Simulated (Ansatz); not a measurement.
## LiF (Fm-3m): energy against volume by PBE and RPA

```xyz
2
Lattice="0.0000 2.0050 2.0050 2.0050 0.0000 2.0050 2.0050 2.0050 0.0000" Properties=species:S:1:pos:R:3 pbc="T T T"
Li    0.0000    0.0000    0.0000
F     2.0050    2.0050    2.0050
```

RPA total energy on PBE orbitals, soft PAW set, first generation (Ansatz); 4×4×4 mesh, wave cutoff 800 eV, correlation extrapolated to infinite response cutoff from cutoffs up to 500 eV, 10 electrons, all correlated, long-wavelength term: neglected.

A Birch-Murnaghan fit gives PBE: V0 = 8.41 Å³ an atom (lattice constants +1.4 % against the given cell), B0 = 67 GPa.

(1) What does RPA on these orbitals give?

Answers

(1) RPA: V0 = 8.03 Å³ an atom (lattice constants -0.1 % against the given cell), B0 = 79 GPa. The points for the whole cell, counted from the given cell:

```csv
V/V_given,V (Å³),PBE (meV),Hartree-Fock expression on these orbitals (meV),RPA (meV)
0.92,14.83,55,12,26
0.96,15.48,19,-2,6
1.00,16.12,0,0,0
1.04,16.77,-7,14,7
1.08,17.41,-3,37,25
```

Soft PAW datasets can recover too little correlation energy, by a few per cent up to a quarter and more. This ran on a trial build of the method. The mesh is coarse, so these are values at the stated settings, not converged ones.
